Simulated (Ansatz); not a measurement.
Relaxation of a randomly generated symmetric cell of MgAu (space group No. 183); 6 atoms in the cell, which starts as P6mm (No. 183), hP6; a = b = 5.6695 Å, c = 3.9475 Å, α = β = 90.00°, γ = 120.00°. Calculation: PBE (plane waves to 420 eV, PAW, scalar-relativistic; Ansatz, a first-principles code). Γ-centred k-mesh 7×7×8 on the run's cell (coarser than for final values), Fermi–Dirac smearing 0.05 eV. This is the first round of the run. 

The optimiser's lines from the output (shortened; P is positive under compression):

```
relax step   1: F+E_penalty+E_count = -45219.75745721 eV  Δ(F+E_penalty+E_count) = +0.000e0 eV  max|allowed force component| = 1.788e0 eV/Å  Δτ_max = 0.0000 Å  P = +14.656 GPa  Ω = 109.887 Å³  (8 SCF iters, dr2 threshold 1.00e-7 eV, accepted)
relax step   2: F+E_penalty+E_count = -45220.65534372 eV  Δ(F+E_penalty+E_count) = -8.979e-1 eV  max|allowed force component| = 6.881e-1 eV/Å  Δτ_max = 0.0834 Å  P = +3.834 GPa  Ω = 122.681 Å³  (9 SCF iters, dr2 threshold 6.00e-7 eV, accepted)
relax step   3: F+E_penalty+E_count = -45220.87565860 eV  Δ(F+E_penalty+E_count) = -2.203e-1 eV  max|allowed force component| = 2.557e-1 eV/Å  Δτ_max = 0.1950 Å  P = +0.956 GPa  Ω = 128.553 Å³  (7 SCF iters, dr2 threshold 6.00e-7 eV, accepted)
relax step   4: F+E_penalty+E_count = -45220.93436293 eV  Δ(F+E_penalty+E_count) = -5.870e-2 eV  max|allowed force component| = 1.011e-1 eV/Å  Δτ_max = 0.2000 Å  P = +1.036 GPa  Ω = 128.945 Å³  (7 SCF iters, dr2 threshold 6.00e-7 eV, accepted)
relax step   5: F+E_penalty+E_count = -45220.94874137 eV  Δ(F+E_penalty+E_count) = -1.438e-2 eV  max|allowed force component| = 9.290e-3 eV/Å  Δτ_max = 0.1189 Å  P = -0.177 GPa  Ω = 132.593 Å³  (7 SCF iters, dr2 threshold 6.00e-7 eV, accepted)
relax step   6: F+E_penalty+E_count = -45220.94923360 eV  Δ(F+E_penalty+E_count) = -4.922e-4 eV  max|allowed force component| = 1.527e-3 eV/Å  Δτ_max = 0.0157 Å  P = -0.004 GPa  Ω = 132.374 Å³  (5 SCF iters, dr2 threshold 2.43e-7 eV, accepted)
relax step   7: F+E_penalty+E_count = -45220.95415413 eV  Δ(F+E_penalty+E_count) = -4.921e-3 eV  max|allowed force component| = 1.574e-3 eV/Å  Δτ_max = 0.0000 Å  P = +0.047 GPa  Ω = 132.374 Å³  stress off target by 8.95e-2 GPa  SCF on the basis re-selected at this cell (its energy is not comparable with the rows above)  (9 SCF iters)
relax step   8: F+E_penalty+E_count = -45220.95417252 eV  Δ(F+E_penalty+E_count) = -1.840e-5 eV  max|allowed force component| = 2.627e-4 eV/Å  Δτ_max = 0.0034 Å  P = +0.003 GPa  Ω = 132.483 Å³  (5 SCF iters, dr2 threshold 2.00e-8 eV, accepted)
relax step   9: F+E_penalty+E_count = -45220.95418762 eV  Δ(F+E_penalty+E_count) = -1.509e-5 eV  max|allowed force component| = 2.669e-4 eV/Å  Δτ_max = 0.0000 Å  P = +0.002 GPa  Ω = 132.483 Å³  stress off target by 5.27e-3 GPa  SCF on the basis re-selected at this cell (its energy is not comparable with the rows above)  (6 SCF iters)
```

From the first to the last row the energy changes by -0.20 eV/atom and the volume by +20.6 %. The last row is marked as not comparable with the walk above it, whose basis was carried along; it does compare with step 1, since both stand on a basis selected at the nominal cutoff for their own cell.

Later rounds, restarted from the end of this one on a renewed k-mesh, logged 9 more steps and released under 0.01 eV/atom more. The final structure after all rounds: P6mm (No. 183), hP6; a = b = 5.9217 Å, c = 4.3281 Å, α = β = 90.00°, γ = 120.00°. Between re-selections the logged energies stand on a plane-wave basis carried along with the cell. No spin polarisation in the result.

The run could not lose the symmetry of its start, so the end can be a saddle point.

The relaxed structure here is a generated cell of MgAu: the first start was made by a random draw of sites in a space group, and the end was not matched to a known phase here, so it may be hypothetical.
